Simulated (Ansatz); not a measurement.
SrVO3 (cubic perovskite, Pm-3m) under volume change, DFT-PBE in the program Ansatz with PAW potentials, scaled uniformly.

```json
[
 {"V (Å³/atom)": "10.448", "E − E(relaxed) (meV/atom)": "62.3", "P (GPa)": "21.06"},
 {"V (Å³/atom)": "10.792", "E − E(relaxed) (meV/atom)": "26.1", "P (GPa)": "12.85"},
 {"V (Å³/atom)": "11.137", "E − E(relaxed) (meV/atom)": "6.2", "P (GPa)": "5.90"},
 {"V (Å³/atom)": "11.481", "E − E(relaxed) (meV/atom)": "0.0", "P (GPa)": "-0.01"},
 {"V (Å³/atom)": "11.826", "E − E(relaxed) (meV/atom)": "5.6", "P (GPa)": "-5.03"},
 {"V (Å³/atom)": "12.170", "E − E(relaxed) (meV/atom)": "21.1", "P (GPa)": "-9.30"},
 {"V (Å³/atom)": "12.514", "E − E(relaxed) (meV/atom)": "45.1", "P (GPa)": "-12.91"}
]
```

What does a third-order Birch–Murnaghan fit give for V₀, B₀ and B′?

V₀ = 11.48 Å³/atom, B₀ = 181 GPa, B′ = 4.4.

Symmetry was held in the PBE relaxation; of distortions, only those at the zone centre were tested. The workflow began spin-polarised and lost its moments. No Hubbard U is applied.

Potentials: the later of the program's two PAW sets.
